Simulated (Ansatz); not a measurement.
**Computed properties of Li₆MgBr₈**

Li6MgBr8:
```
CELL_PARAMETERS angstrom
      0.00000     5.48985     5.48985
      5.48985     0.00000     5.48985
      5.48985     5.48985     0.00000
ATOMIC_POSITIONS crystal
  Li 0.00000 0.50000 0.00000
  Li 0.50000 0.00000 0.00000
  Li 0.50000 0.00000 0.50000
  Li 0.00000 0.50000 0.50000
  Li 0.00000 0.00000 0.50000
  Li 0.50000 0.50000 0.00000
  Mg 0.00000 0.00000 0.00000
  Br 0.25000 0.25000 0.25000
  Br 0.75000 0.75000 0.75000
  Br 0.24329 0.75671 0.24329
  Br 0.75671 0.24329 0.75671
  Br 0.24329 0.75671 0.75671
  Br 0.75671 0.24329 0.24329
  Br 0.24329 0.24329 0.75671
  Br 0.75671 0.75671 0.24329
```

Space group Fm-3m (No. 225); conventional cell a = b = c = 10.980 Å, α = β = γ = 90.00°.

Method: the program Ansatz at the r²SCAN level (PAW). The cell and atoms are relaxed at this level. Other levels are named where they apply.

Cell and energy:

```
Property                                                       Value
-----------------------------------------------------  -------------
Volume per atom                                             22.06 Å³
Density                                                   3.54 g/cm³
Formation energy from the elements (no fitted shifts)  -1.73 eV/atom
```

Electronic structure:

```
Item                                                                                                                       Value
---------------------------------------------------------------------  ---------------------------------------------------------
Band gap                                                                                   5.57 eV (smallest direct gap 5.57 eV)
Valence-band maximum                                                                     on the K–Γ line, 78 % of the way from K
Conduction-band minimum                                                                                                     at Γ
Electron effective mass                                                                                      0.34 mₑ (isotropic)
Electron effective mass with spin–orbit coupling                                                             0.34 mₑ (isotropic)
Hole effective mass with spin–orbit coupling, band 1 of 2 at the edge     1.6 along [100], 3.7 along [110], 5.4 along [111] (mₑ)
Hole effective mass with spin–orbit coupling, band 2 of 2 at the edge  0.63 along [100], 0.52 along [110], 0.49 along [111] (mₑ)
HSE06 gap on the r²SCAN cell                                                                                             5.96 eV
Gap with spin–orbit coupling                                                                                             5.40 eV
```

Mechanics:

```
Quantity                              Result
----------------------------------  --------
Bulk modulus (Birch–Murnaghan fit)  24.8 GPa
Pressure derivative B′                   4.7
```

Charges:

```
Quantity                                        Result
-------------  ---------------------------------------
Bader charges  Li +0.91, Mg +1.71, Br -0.91 to -0.90 e
```

The first step of the workflow began from a Materials Project structure, measured or hypothetical; the Crystallography Open Database copy checked does not list it. Its standing as an ambient phase is unchecked. The cell was relaxed with r²SCAN under the symmetry of its start; whether a distortion lowers the energy is not shown. The references are the lowest solids computed at this level, not always the standard phases. Spin–orbit coupling is left out wherever it is not named.

Potentials: the later of the program's two PAW sets.
